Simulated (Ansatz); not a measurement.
CdTe:
```
CELL_PARAMETERS angstrom
      0.00000     3.30913     3.30913
      3.30913     0.00000     3.30913
      3.30913     3.30913     0.00000
ATOMIC_POSITIONS crystal
  Te 0.75000 0.75000 0.75000
  Cd 0.00000 0.00000 0.00000
```

Relaxed with PBE.

**Question.** Give the Bader charges and basin volumes of the independent atoms, plane-wave PAW PBE (Ansatz code).

**Answer.** 

```json
[
 {"atom": "Te1", "Bader charge (e)": "-0.53", "Bader volume (Å³)": "45.8"},
 {"atom": "Cd2", "Bader charge (e)": "+0.53", "Bader volume (Å³)": "26.5"}
]
```

Space group F-43m (zinc blende). Symmetry was held in the PBE relaxation. Scalar-relativistic: spin–orbit coupling is off unless named, which matters more the heavier the elements.

Potentials: the later of the program's two PAW sets.
